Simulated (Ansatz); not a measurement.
ZrTa:
```
CELL_PARAMETERS angstrom
      3.39646     0.00000     0.00000
      0.00000     3.39646     0.00000
      0.00000     0.00000     3.39646
ATOMIC_POSITIONS crystal
  Ta 0.00000 0.00000 0.00000
  Zr 0.50000 0.50000 0.50000
```

Relaxed with PBEsol. Special points in fractions of this cell's reciprocal vectors: Γ (0.000, 0.000, 0.000); X (0.000, 0.500, 0.000); M (0.500, 0.500, 0.000); R (0.500, 0.500, 0.500).

### Question
List the band energies nearest the Fermi level at these points for DFT-PBEsol in the program Ansatz with PAW potentials.

### Answer
In eV from the Fermi level; about four levels below and three above (degenerate sets whole), none deeper than 8.9 eV; points with the same levels are listed once.

| k | below | above |
|---|---|---|
| Γ | -6.67 -3.34 -3.34 | 0.92 0.92 0.92 |
| X | -3.27 -2.52 -1.03 -0.28 | 1.14 1.14 1.74 1.74 |
| M | -4.05 -3.32 -1.18 -1.18 | 1.86 1.86 3.51 |
| R | -0.90 -0.90 -0.90 -0.78 -0.78 -0.78 | 4.41 4.41 5.51 5.51 |

Space group Pm-3m (CsCl type). The start of the workflow was typed in or built on a structure type; neither database checked (COD, Materials Project) lists it. Whether it is the stable phase at ambient conditions was not checked. The cell was relaxed with PBEsol under the symmetry of its start; whether a distortion lowers the energy is not shown. The run is not spin-polarised. Its formation energy is positive at this level, so the cell may be metastable or incomplete. Scalar-relativistic: spin–orbit coupling is off unless named, which matters more the heavier the elements.

Potentials: the later of the program's two PAW sets.
